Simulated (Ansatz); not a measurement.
Input:

KCaF₃:
```
CELL_PARAMETERS angstrom
      4.41596     0.00000     0.00000
      0.00000     4.41596     0.00000
      0.00000     0.00000     4.41596
ATOMIC_POSITIONS crystal
  K  0.50000 0.50000 0.50000
  Ca 0.00000 0.00000 0.00000
  F  0.00000 0.50000 0.00000
  F  0.50000 0.00000 0.00000
  F  0.00000 0.00000 0.50000
```

This is the r²SCAN-relaxed structure.

Question: All from r²SCAN (plane waves, PAW; program Ansatz), unless another level is named. Give the bulk modulus (Birch–Murnaghan fit).

Answer: 54.8 GPa.

Question: Predict the elastic constants (relaxed ions, GPa).

Answer: C11 = 126, C12 = 19.3, C44 = 17.7.

Space group Pm-3m (cubic perovskite). The workflow started from a Materials Project entry (that database holds measured and hypothetical structures alike); the Crystallography Open Database copy checked does not list it. Its standing as an ambient phase is unchecked. Symmetry was held in the r²SCAN relaxation; of distortions, only those at the zone centre were tested, and some modes there are weakly imaginary.

Potentials: the later of the program's two PAW sets.
